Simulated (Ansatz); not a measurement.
NbRu:
Space group P4/mmm (No. 123); a = b = 3.005 Å, c = 3.365 Å, α = β = γ = 90.00°

| atom | site | symmetry | x | y | z |
|---|---|---|---|---|---|
| Nb | 1a | 4/mmm | 0.0000 | 0.0000 | 0.0000 |
| Ru | 1d | 4/mmm | 0.5000 | 0.5000 | 0.5000 |

Relaxed at zero pressure with DFT-LDA in the program Ansatz with PAW potentials.

### Question
The volume is lowered by 3 % and shape and atoms relax at that volume. What pressure results, and how do the axes share the change?

### Answer
8.7 GPa; a -1.1 %, b -1.1 %, c -0.9 %; the energy rises by 12 meV/atom.

### Question
Give the new structure.

### Answer

Space group P4/mmm (No. 123); a = b = 2.972 Å, c = 3.336 Å, α = β = γ = 90.00°

| atom | site | symmetry | x | y | z |
|---|---|---|---|---|---|
| Nb | 1a | 4/mmm | 0.0000 | 0.0000 | 0.0000 |
| Ru | 1d | 4/mmm | 0.5000 | 0.5000 | 0.5000 |

The phase is kept; no other phase was compared at this pressure.

The workflow started from a Materials Project entry (that database holds measured and hypothetical structures alike); the Crystallography Open Database files this formula in space group No. 123, but the cells were not matched. Its standing as an ambient phase is unchecked. The LDA relaxation kept the symmetry of its start; of distortions, only those at the zone centre were tested. No spin polarisation was allowed. Axis ratios of metals converge slowly with the k-mesh, so a and c are less sure than the volume.

Potentials: the later of the program's two PAW sets.
